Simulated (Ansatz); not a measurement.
A relaxed 1×1 slab of 5 planes, cut along (110) from a fcc crystal of one element, has a cell area of 8.75 Å² and a bulk spacing of 1.244 Å between its first planes. All-electron LAPW in Ansatz 0.2.0 (PBE, scalar-relativistic, ferromagnetic start) gives γ = 2.28 J/m², Φ = 4.54 eV and a change of the outer spacing of -11.3 %, with 0.80 μB on the outer atom. The fcc structure needn't be the element's own.

Problem. Which element is it?

Solution. Ni. This is the case that was computed; others weren't tested.
